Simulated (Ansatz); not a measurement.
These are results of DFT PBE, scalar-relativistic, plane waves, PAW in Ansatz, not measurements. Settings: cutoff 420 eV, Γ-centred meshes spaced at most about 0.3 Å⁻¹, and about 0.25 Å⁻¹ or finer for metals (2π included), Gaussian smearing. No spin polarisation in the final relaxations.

Each of these unrelaxed guesses is relaxed in cell and atoms within its symmetry. A guess keeps its type if space group and coordination stay and the shape of the cell changes little (axis ratios within about 15 %, angles within 6°); the volume may change.

1. B3Rh

```
CELL_PARAMETERS angstrom
3.50976 0.00000 0.00000
0.00000 3.50976 0.00000
0.00000 0.00000 3.50976
ATOMIC_POSITIONS crystal
B 0.00000 0.50000 0.50000
B 0.50000 0.00000 0.50000
B 0.50000 0.50000 0.00000
Rh 0.50000 0.50000 0.50000
```

2. LiSe

```
CELL_PARAMETERS angstrom
4.11464 0.00000 0.00000
0.00000 6.33021 0.00000
0.00000 0.00000 6.33021
ATOMIC_POSITIONS crystal
Li 0.00000 0.75000 0.00000
Li 0.50000 0.25000 0.50000
Se 0.00000 0.44500 0.30500
Se 0.50000 0.55500 0.80500
```

3. SrRu2

```
CELL_PARAMETERS angstrom
3.55934 0.00000 0.00000
-1.77967 3.08248 0.00000
0.00000 0.00000 7.62977
ATOMIC_POSITIONS crystal
Sr 0.00000 0.00000 0.50000
Ru 0.33333 0.66667 0.87171
Ru 0.66667 0.33333 0.12829
```

Q: Which keep their type?

A: Guess 1 keeps its type.

```tsv
guess	kept	start group	end group	V start (Å³/atom)	V end	b/a and c/a, end over start	nearest neighbours start	nearest neighbours end
1	yes	Pm-3m	Pm-3m	10.8	16.4	1.00, 1.00	B 2, Rh 6	B 2, Rh 6
2	no	Pmn2_1	P4/mmm	41.2	17.8	-	Li 3, Se 3	Li 12, Se 12
3	no	P-3m1	P6/mmm	27.9	24.2	-	Ru 3, Sr 12	Ru 3, Sr 12
```

Neighbours count within 15 % of an atom's shortest distance; end groups are read at 0.02 Å (0.05 Å in metals).

In LiSe P4/mmm an odd number of electrons in the primitive cell allows no gap without spin; a larger cell or a magnetic state could open one. Cells relaxed within their symmetry can be saddle points.
